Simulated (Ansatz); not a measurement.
LuSi2Rh2: all-electron results

```xyz
5
Lattice="-2.0027 2.0027 4.9253 2.0027 -2.0027 4.9253 2.0027 2.0027 -4.9253" Properties=species:S:1:pos:R:3 pbc="T T T"
Lu    0.0000    0.0000    0.0000
Si    0.0000    0.0000    6.1112
Si    0.0000    0.0000    3.7395
Rh    0.0000    2.0027    2.4627
Rh    2.0027    0.0000    2.4627
```

Atoms are numbered in the order listed.

The cell is the one relaxed in the Materials Project (mp-3108), not relaxed further here; entries there can be hypothetical.

Spin polarisation is left out, and whether a magnetic state lies lower isn't shown here.

No spin–orbit coupling, which matters for the heavy atoms here.

Methods: DFT, PBEsol, all-electron LAPW, scalar-relativistic (Ansatz 0.2.0); DFT, PBEsol, PAW with Ansatz's default frozen-core files, scalar-relativistic (Ansatz 0.2.0).

For LAPW: a Γ-centred 11×11×11 k mesh, Fermi–Dirac smearing of 0.08 eV, basis error target 0.5 meV/atom, no spin polarisation. PAW takes a cutoff of 420 eV at this cell (files made with PBE, cores remade for this functional). The Ansatz runs share mesh, smearing and spin set-up. Values come from LAPW unless marked.

* Pressure at this cell: -22.3 kbar
* Band gap: none: with an odd electron count and no spin polarisation the bands can't all be full, a metal in this set-up (spin order or a larger cell could open a gap)
* Stress xx, yy, zz (compression positive): -2.42, -2.42, -1.85 GPa
* Largest force: 0.069 eV/Å on Si2
* Density of states at the Fermi level (0.2 eV bin): 2.21 states/eV per cell
* Löwdin charges (with 0.39 e of the cell spilling out of the atomic basis, so their sizes and signs hang on that basis): Lu1 0.27, Si2 -0.09, Rh4 0.15 e
* Bader charges (from the PAW run): Lu1 +1.63, Si2 +0.26, Rh4 -1.08 e
* Volume per atom: 15.80 Å³
